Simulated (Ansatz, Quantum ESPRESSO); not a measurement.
Fitting the PBE energy curve of LiY3

Space group Fm-3m (No. 225). a = 7.800 Å, b = 7.800 Å, c = 7.800 Å, α = 90.00°, β = 90.00°, γ = 90.00°
```csv
atom,site,symmetry,x,y,z
Y,4b,m-3m,0.5000,0.0000,0.0000
Y,8c,-43m,0.2500,0.2500,0.7500
Li,4a,m-3m,0.0000,0.0000,0.0000
```

The cell comes from a database or a generator and needn't be the stable form of this composition.

The cell was scaled at fixed shape and fractions and run with Ansatz, Ansatz PAW, cutoff 420 eV; PBE, k mesh 6 × 6 × 6 on the cell of 4 atoms, fermi-dirac occupations of 0.05 eV, no spin polarisation, no spin-orbit coupling. Energies are those that the program minimises, any entropy of the smearing included. For a metal such a mesh isn't converged to the digits shown.

```csv
V (Å³/atom),energy over the lowest row (meV/atom)
27.8768,12.184
28.4699,5.269
29.0630,?
29.6561,0.000
30.2492,1.181
30.8424,4.630
31.4355,10.156
```

Task: Fit the third-order Birch-Murnaghan form, give V0, B0 and B′, and predict the energy left open.

Result: With y = (V0/V)^(2/3), E = E0 + (9 V0 B0/16) [(y - 1)³ B′ + (y - 1)² (6 - 4y)]. Least squares through the rows shown give V0 = 29.6605 Å³/atom, E0 = 0.000 meV, B0 = 33.32 GPa (1 eV/Å³ = 160.218 GPa) and B′ = 3.31, with a largest miss of 0.002 meV. At V = 29.0630 the form with these constants gives 1.289 meV; the run gave 1.289 meV an atom. Other set-ups at this level, from all their volumes (Å³/atom, GPa): Quantum ESPRESSO, SSSP 1.3 efficiency PBE: V0 29.661, B0 33.31.
